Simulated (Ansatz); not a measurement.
Relaxed Co (hcp, Mg type):

```xyz
2
Lattice="2.4939 0.0000 0.0000 -1.2470 2.1598 0.0000 0.0000 0.0000 4.0317" Properties=species:S:1:pos:R:3 pbc="T T T"
Co     0.0000     1.4399     3.0238
Co     1.2470     0.7199     1.0079
```

Scan: atom 2 (Co, nearest neighbour Co at 2.477 Å; its periodic images, 2.5 Å or more away, move with it) is displaced along Cartesian [111], direction (0.577, 0.577, 0.577) in Cartesian axes, by s. The other atoms stay.

Calculation: PBE (plane waves to 420 eV, PAW, scalar-relativistic; Ansatz, a program for electronic structure). k mesh 17×17×9 (Γ-centred), Fermi-Dirac smearing 0.05 eV. E stands for the smeared free energy. With partly filled bands, energies and forces of such displacements shift with the k mesh and the smearing. On this mesh the relaxed cell isn't quite at rest: it carries a pressure of 0.2 GPa (compression positive) at the zero of the scan. Co was relaxed with its symmetry unable to fall. Relaxed Co ends ferromagnetic. The PAW data are Ansatz's earlier set. Other magnetic orders were not checked, so this need not be the ground state. The zero of ΔE is the undisplaced structure. The last digit holds for this mesh only.

```csv
s (Å),ΔE (meV/cell)
-0.250,129.2
-0.200,78.9
-0.150,42.5
-0.100,18.3
-0.050,4.5
0.000,0.0
0.050,4.5
0.100,18.5
0.150,43.6
0.200,81.8
0.250,withheld
```

**Question.** Fit a polynomial form (powers 2, 3, 4) to the given rows and predict ΔE at s = 0.250.

**Answer.** Least squares on the 10 given rows: ΔE = (1805)·s² + (189.3)·s³ + (4982)·s⁴, in meV/cell with s in Å; root-mean-square residual 0.13 meV/cell. At 0.250 the fit gives 135.2 meV/cell; the calculation gives 135.5 meV/cell, so the extrapolation is off by -0.3 (-0.2 %). The quadratic term alone would give 112.8 meV/cell.

(A displaced cell: forces are minus the slopes of the energy, force constants its curvatures, and phonons follow from these.)
